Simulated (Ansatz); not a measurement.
Input:

Ta2C:
```cif
data_CTa2
_chemical_formula_sum 'Ta2 C1'
_space_group_name_H-M_alt 'P-3m1'
_space_group_IT_number 164
_space_group_name_Hall '-P 3 2"'
_cell_length_a 3.07588
_cell_length_b 3.07588
_cell_length_c 4.89136
_cell_angle_alpha 90.000
_cell_angle_beta 90.000
_cell_angle_gamma 120.000
loop_
_atom_site_label
_atom_site_type_symbol
_atom_site_symmetry_multiplicity
_atom_site_Wyckoff_symbol
_atom_site_fract_x
_atom_site_fract_y
_atom_site_fract_z
_atom_site_occupancy
Ta1 Ta 2 d 0.33333 0.66667 0.25322 1
C1 C 1 a 0.00000 0.00000 0.00000 1
```

This is the LDA-relaxed structure.

Problem. All from plane-wave PAW LDA (Ansatz code), unless another level is named. Predict the electronic character.

Solution. metallic (no gap).

Problem. Predict the formation energy from the elements (no fitted shifts).

Solution. -647 meV/atom.

Problem. Next, the density of states at the Fermi level?

Solution. 0.19 states/eV per atom (mean over ±0.08 eV).

The workflow started from a Materials Project entry (that database holds measured and hypothetical structures alike); the Crystallography Open Database files this formula in space group No. 164, but the cells were not matched. Its standing as an ambient phase is unchecked. Symmetry was held in the LDA relaxation; of distortions, only those at the zone centre were tested. No spin polarisation was allowed. The references are the lowest solids computed at this level, not always the standard phases. Spin–orbit coupling is left out wherever it is not named.

Potentials: the later of the program's two PAW sets.
